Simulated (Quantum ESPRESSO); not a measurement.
Parts of the isotropic shielding in MgH₂, by GIPAW with PBE in a modified build of Quantum ESPRESSO, on JTH PAW datasets, 30 Ha, k-mesh 6×6×8 shifted:

```
CELL_PARAMETERS angstrom
      4.56180     0.00000     0.00000
      0.00000     4.56180     0.00000
      0.00000     0.00000     3.02050
ATOMIC_POSITIONS crystal
  Mg 0.00000 0.00000 0.00000
  Mg 0.50000 0.50000 0.50000
  H  0.30444 0.30444 0.00000
  H  0.19556 0.80444 0.50000
  H  0.69556 0.69556 0.00000
  H  0.80444 0.19556 0.50000
```
The cell was made here from an entry of the Crystallography Open Database (unchecked): atoms relaxed with PBE in the measured cell (PBE without dispersion, pw.x of Quantum ESPRESSO, symmetry kept).  Stability against distortions was not tested.

The core term is that of the free atom's frozen core; the paramagnetic column sums the reconstruction terms. These are absolute shieldings with no macroscopic susceptibility term; δ = σ_ref − σ needs a reference computed alike. By our sweeps, such settings leave a few ppm in absolute σ. The datasets of Mg hold no d projectors, which limits absolute σ on these atoms. Static lattice: thermal averaging is not included.

```tsv
site	core	bare (smooth current)	diamagnetic correction	paramagnetic corrections	σ_iso (ppm)
Mg (atoms 1, 2)	412.8	28.2	250.1	[?]	[?]
```

Task: Some entries are withheld; supply them.

Result: 
- Mg (atoms 1, 2), paramagnetic corrections: -140.5
- Mg (atoms 1, 2), σ_iso (ppm): 550.6
